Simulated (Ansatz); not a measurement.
Si:
```xyz
2
Lattice="-2.3825 2.3825 1.3052 2.3825 -2.3825 1.3052 2.3825 2.3825 -1.3052" Properties=species:S:1:pos:R:3 pbc="T T T"
Si     2.3825     0.0000     0.6526
Si     0.0000     0.0000     1.3052
```

Relaxed with LDA. Special points in fractions of this cell's reciprocal vectors: Γ (0.000, 0.000, 0.000); X (0.000, 0.000, 0.500); M (-0.500, 0.500, 0.500); Z (0.325, 0.325, -0.325); Z0 (-0.325, 0.675, 0.325); P (0.250, 0.250, 0.250); N (0.000, 0.500, 0.000).

**Question.** List the band energies nearest the Fermi level at these points for LDA (plane waves, PAW; program Ansatz).

**Answer.** In eV from the Fermi level; about four levels below and three above (degenerate sets whole), none deeper than 8.9 eV; points with the same levels are listed once.

```
k                    below                  above
-  -----------------------  ---------------------
Γ        -2.56 -2.56 -2.09    1.49 7.69 8.95 8.95
X                        –    0.28 0.28 2.50 2.50
M  -8.41 -8.41 -6.91 -6.91  6.05 6.05 12.99 12.99
Z  -5.87 -4.73 -4.52 -4.52         5.98 6.25 6.25
P  -6.17 -6.17 -5.20 -5.20    4.21 4.21 6.14 6.14
N  -6.83 -2.18 -1.70 -1.49         1.09 4.54 5.51
```

Space group I4_1/amd (β-Sn type). This is a known high-pressure phase of the composition, computed here at zero pressure and temperature. The LDA relaxation kept the symmetry of its start; of distortions, only those at the zone centre were tested.

Potentials: the later of the program's two PAW sets.
